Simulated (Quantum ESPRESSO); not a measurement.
Simulation results for Al2SiN2O2 (made-up cell, one site empty)

Computed with Quantum ESPRESSO 7.5. Calculation on a made-up crystal cell, not a measurement: periodic Kohn-Sham density functional theory in plane waves with PseudoDojo standard norm-conserving scalar-relativistic pseudopotentials, each functional with its own files (v0.5 for PBE, v0.4.1 for LDA and PBEsol), no spin polarisation, no spin-orbit coupling, atoms not relaxed, stress positive in tension, energies less a fixed whole-eV offset for each atom's element; levels are Kohn-Sham levels at fractions of this cell's reciprocal vectors, counted from the reference band (half the neutral cell's valence electrons, rounded up) at Gamma; error bars cover cutoff and k-mesh only, not smearing or the files; each bar is the largest change over components, and at least 0.002 eV, 0.002 eV per angstrom or 0.02 GPa; added strain carries the atoms with the cell, and shear is the tensor component; energies are for the whole cell, and the offsets were chosen from early runs and are not element reference energies; machines and their load varied, so run times do not measure scaling.

### Al2SiN2O2 (made-up cell, one site empty)

```cif
# cell vector a (Å): 2.9957 0.0000 0.0000
# cell vector b (Å): 0.0000 5.1886 0.0000
# cell vector c (Å): 0.0000 0.0000 4.8919
data_Al2SiN2O2
_symmetry_space_group_name_H-M 'P 1'
_symmetry_Int_Tables_number 1
_cell_length_a 2.9957
_cell_length_b 5.1886
_cell_length_c 4.8919
_cell_angle_alpha 90.000
_cell_angle_beta 90.000
_cell_angle_gamma 90.000
_cell_volume 76.04
loop_
_atom_site_label
_atom_site_type_symbol
_atom_site_fract_x
_atom_site_fract_y
_atom_site_fract_z
_atom_site_occupancy
Al1 Al 0.00694 0.99711 0.00446 1
Si1 Si 0.48069 0.50532 0.00035 1
Al2 Al 0.00714 0.65920 0.49539 1
O1 O 0.99726 0.99863 0.37286 1
O2 O 0.48870 0.49252 0.37895 1
N1 N 0.50613 0.17130 0.87351 1
N2 N 0.00073 0.67122 0.86257 1
```

```
lattice type                                        : wurtzite
empty site                                          : 3
functional                                          : pbe
cutoff                                              : 1143 eV
fermi dirac smearing                                : 0.025 eV
scf tolerance                                       : 1e-07 eV
electrons removed                                   : 0
run command                                         : pw.x -nk 1 -in in
run processor                                       : AMD EPYC, Zen 5 class, virtual cores
k mesh                                              : 6 x 4 x 4, shifted by half a step
free energy less offsets                            : 1.119 eV
scf iterations                                      : 13
smearing term minus ts                              : 0 eV
pressure                                            : -1.938 GPa
stress xx                                           : -6.529 GPa
stress yy                                           : 14 GPa
stress zz                                           : -1.652 GPa
stress yz                                           : -3.583 GPa
stress xz                                           : 0.1908 GPa
stress xy                                           : 1.641 GPa
reference band                                      : 16
error bar energy                                    : 0.002 eV
error bar stress                                    : 0.02 GPa
error bar force                                     : 0.002 eV/Å
error bar next band up                              : 0.002 eV
error bars from                                     : tighter rerun of this cell
wall time of scf and band steps on a shared machine : 221.6 s
```

Atoms:
```tsv
atoms element	atom site	atom energy offset (eV)
Al	1	-64
Si	2	-115
Al	4	-64
O	5	-452
O	6	-452
N	7	-283
N	8	-283
```

Forces:
```tsv
site	x (eV/Å)	y (eV/Å)	z (eV/Å)
1	-0.1579	4.002	1.207
2	0.9702	-5.224	-0.7493
4	-0.886	2.732	-1.967
5	0.05749	-3.873	-0.7324
6	0.7388	1.241	-2.453
7	-0.2084	3.324	1.913
8	-0.5143	-2.203	2.782
```

Levels:
```tsv
level k point	next band up (eV)
Gamma	1.154
(1/2,1/2,1/2)	1.967
(0.15,0,0)	2.12
(0,0.15,0)	1.408
(0,0,0.15)	1.465
```
